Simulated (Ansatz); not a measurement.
**Sn2Pb3Se5 (I4/mmm) at 3 levels of theory**

One geometry, relaxed with PBE; plane waves with PAW potentials in Ansatz, scalar-relativistic. No spin polarisation. Gaps are the least over mesh and band path; pressure is positive in compression.

```xyz
10
Lattice="-2.1777 2.1777 15.3965 2.1777 -2.1777 15.3965 2.1777 2.1777 -15.3965" Properties=species:S:1:pos:R:3 pbc="T T T"
Sn    0.0000    0.0000   12.3285
Sn    0.0000    0.0000   18.4646
Pb    0.0000    0.0000   24.6423
Pb    0.0000    0.0000    0.0000
Pb    0.0000    0.0000    6.1508
Se    0.0000    0.0000   27.7074
Se    0.0000    0.0000   15.3965
Se    0.0000    0.0000    3.0857
Se    0.0000    0.0000   21.4860
Se    0.0000    0.0000    9.3070
```

```
level  cutoff (eV)    k mesh  gap (eV)  pressure (GPa)
  PBE          420  12×12×12      0.06             0.0
```

**Question.** What comes out on the same cell with r2SCAN, PBEsol?

**Answer.**
```csv
level,cutoff (eV),k mesh,gap (eV),pressure (GPa)
r2SCAN,500,12×12×12,0.11,-1.0
PBEsol,420,12×12×12,0.04,-2.7
```

Spin-orbit coupling matters for the bands of heavy elements and is left out.

The cell was found from a structure generator's guess, not taken from experiment.
